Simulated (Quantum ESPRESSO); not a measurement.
**Kohn-Sham bands of CsPbI3 (cubic perovskite)**

```yaml
crystal:
  lattice:
    - [6.27514, 0.00000, 0.00000]
    - [0.00000, 6.27514, 0.00000]
    - [0.00000, 0.00000, 6.27514]
  atoms:
    - { symbol: Cs, position: [0.50000, 0.50000, 0.50000] }
    - { symbol: Pb, position: [0.00000, 0.00000, 0.00000] }
    - { symbol: I, position: [0.00000, 0.00000, 0.50000] }
    - { symbol: I, position: [0.50000, 0.00000, 0.00000] }
    - { symbol: I, position: [0.00000, 0.50000, 0.00000] }
```

Structure: Materials Project mp-1069538, symmetrised, not relaxed again. Not found in the COD (Crystallography Open Database) copy used, which has the formula in other groups; not checked further. Computed values, not measurements, from PBEsol: Quantum ESPRESSO (norm-conserving PseudoDojo potentials, cutoff 56 Ry, spinors with spin-orbit coupling) on a Γ-centred 4×4×4 mesh, then Wannier90. Density: 6×6×6 mesh, Gaussian smearing 0.01 Ry. With spin-orbit coupling a semilocal functional can close or falsely invert a small gap; the band order was not checked against a better method.

Energies are relative to the Fermi level; weights are on the orthonormalised atomic waves of the pseudopotential files, averaged over the group. 44 electrons a cell are treated as valence.

### Question
Into which isolated groups do the bands fall, where do they lie and what are they made of?

### Answer
| bands | from (eV) | to (eV) | filling | weight on atomic waves |
|---|---|---|---|---|
| 1–2 | -21.66 | -21.66 | filled | Cs 5s 100 % |
| 3–6 | -18.13 | -18.13 | filled | Pb 5d 100 % |
| 7–12 | -15.60 | -15.53 | filled | Pb 5d 99 % |
| 13–18 | -12.67 | -11.82 | filled | I 5s 90 %, Pb 6p 5 % |
| 19–20 | -9.60 | -9.58 | filled | Cs 5p 100 % |
| 21–26 | -8.83 | -6.99 | filled | Cs 5p 66 %, Pb 6s 24 %, I 5p 6 % |

No gap over 0.05 eV opens at the Fermi level at this level of theory; semilocal functionals close the gap of some real semiconductors.
